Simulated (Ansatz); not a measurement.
SnS$_{2}$:
```cif
data_S2Sn
_chemical_formula_sum 'Sn1 S2'
_space_group_name_H-M_alt 'P-3m1'
_space_group_IT_number 164
_space_group_name_Hall '-P 3 2"'
_cell_length_a 3.70245
_cell_length_b 3.70245
_cell_length_c 6.98328
_cell_angle_alpha 90.000
_cell_angle_beta 90.000
_cell_angle_gamma 120.000
loop_
_atom_site_label
_atom_site_type_symbol
_atom_site_symmetry_multiplicity
_atom_site_Wyckoff_symbol
_atom_site_fract_x
_atom_site_fract_y
_atom_site_fract_z
_atom_site_occupancy
Sn1 Sn 1 a 0.00000 0.00000 0.00000 1
S1 S 2 d 0.33333 0.66667 0.21167 1
```

Relaxed with PBE.

Q: Which orbitals make up the states near the band edges in PBE in the plane-wave PAW code Ansatz?

A: Top 1 eV of the valence band: S 3p 96 %. Bottom 1 eV of the conduction band: S 3p 57 %, Sn 5s 35 %, outside the projected shells 5 %. Projections are on Löwdin-orthogonalised atomic valence shells; empty p or d shells of many metals are not among them.

Q: Tabulate the density of states.

A: States/eV per cell of 3 atoms, in 0.25 eV bins, energy from the valence-band maximum.

| E (eV) | total | S 3p | Sn 5p | Sn 5s |
|---|---|---|---|---|
| -7.85 | 0.00 | 0.00 | 0.00 | 0.00 |
| -7.60 | 0.00 | 0.00 | 0.00 | 0.00 |
| -7.35 | 0.00 | 0.00 | 0.00 | 0.00 |
| -7.10 | 0.00 | 0.00 | 0.00 | 0.00 |
| -6.85 | 0.27 | 0.10 | 0.00 | 0.17 |
| -6.60 | 2.03 | 0.75 | 0.00 | 1.11 |
| -6.35 | 1.23 | 0.45 | 0.00 | 0.63 |
| -6.10 | 0.85 | 0.30 | 0.00 | 0.41 |
| -5.85 | 0.72 | 0.25 | 0.00 | 0.33 |
| -5.60 | 0.65 | 0.23 | 0.00 | 0.28 |
| -5.35 | 0.67 | 0.24 | 0.00 | 0.26 |
| -5.10 | 0.80 | 0.30 | 0.00 | 0.27 |
| -4.85 | 0.78 | 0.33 | 0.00 | 0.22 |
| -4.60 | 0.00 | 0.00 | 0.00 | 0.00 |
| -4.35 | 0.00 | 0.00 | 0.00 | 0.00 |
| -4.10 | 0.95 | 0.57 | 0.32 | 0.00 |
| -3.85 | 1.84 | 1.14 | 0.59 | 0.00 |
| -3.60 | 1.86 | 1.19 | 0.57 | 0.00 |
| -3.35 | 1.20 | 0.79 | 0.33 | 0.00 |
| -3.10 | 1.32 | 0.88 | 0.34 | 0.01 |
| -2.85 | 1.61 | 1.10 | 0.41 | 0.02 |
| -2.60 | 1.86 | 1.31 | 0.45 | 0.02 |
| -2.35 | 2.34 | 1.68 | 0.55 | 0.02 |
| -2.10 | 2.99 | 2.24 | 0.59 | 0.02 |
| -1.85 | 2.72 | 2.11 | 0.46 | 0.01 |
| -1.60 | 1.51 | 1.20 | 0.25 | 0.01 |
| -1.35 | 1.17 | 0.94 | 0.18 | 0.01 |
| -1.10 | 1.16 | 0.98 | 0.14 | 0.01 |
| -0.85 | 3.01 | 2.82 | 0.11 | 0.01 |
| -0.60 | 4.39 | 4.19 | 0.10 | 0.01 |
| -0.35 | 6.83 | 6.64 | 0.05 | 0.01 |
| -0.10 | 3.23 | 3.16 | 0.02 | 0.00 |
| 0.15 | 0.00 | 0.00 | 0.00 | 0.00 |
| 0.40 | 0.00 | 0.00 | 0.00 | 0.00 |
| 0.65 | 0.00 | 0.00 | 0.00 | 0.00 |
| 0.90 | 0.00 | 0.00 | 0.00 | 0.00 |
| 1.15 | 0.00 | 0.00 | 0.00 | 0.00 |
| 1.40 | 0.00 | 0.00 | 0.00 | 0.00 |
| 1.65 | 0.45 | 0.25 | 0.00 | 0.16 |
| 1.90 | 0.86 | 0.48 | 0.02 | 0.30 |
| 2.15 | 1.04 | 0.58 | 0.03 | 0.36 |
| 2.40 | 1.68 | 0.97 | 0.04 | 0.58 |
| 2.65 | 2.85 | 1.66 | 0.06 | 1.00 |
| 2.90 | 1.12 | 0.62 | 0.03 | 0.41 |
| 3.15 | 0.00 | 0.00 | 0.00 | 0.00 |
| 3.40 | 0.00 | 0.00 | 0.00 | 0.00 |
| 3.65 | 0.00 | 0.00 | 0.00 | 0.00 |
| 3.90 | 0.07 | 0.00 | 0.04 | 0.00 |
| 4.15 | 0.18 | 0.01 | 0.11 | 0.00 |
| 4.40 | 0.24 | 0.02 | 0.15 | 0.00 |
| 4.65 | 0.51 | 0.07 | 0.32 | 0.00 |
| 4.90 | 1.76 | 0.32 | 1.02 | 0.01 |
| 5.15 | 1.78 | 0.35 | 1.04 | 0.01 |
| 5.40 | 2.03 | 0.40 | 1.25 | 0.00 |
| 5.65 | 2.09 | 0.48 | 1.21 | 0.00 |
| 5.90 | 1.90 | 0.46 | 1.06 | 0.00 |
| 6.15 | 4.33 | 1.07 | 1.98 | 0.00 |
| 6.40 | 4.41 | 1.07 | 2.06 | 0.00 |

The cell was relaxed with PBE under the symmetry of its start. The volume lies over 15 % above that of the usual cell of this phase: another minimum, or an error of the functional. A crystal of weakly bound layers computed without a dispersion correction: the cell and the soft elastic constants depend strongly on that. Scalar-relativistic: spin–orbit coupling is off unless named, which matters more the heavier the elements.

Potentials: the later of the program's two PAW sets.
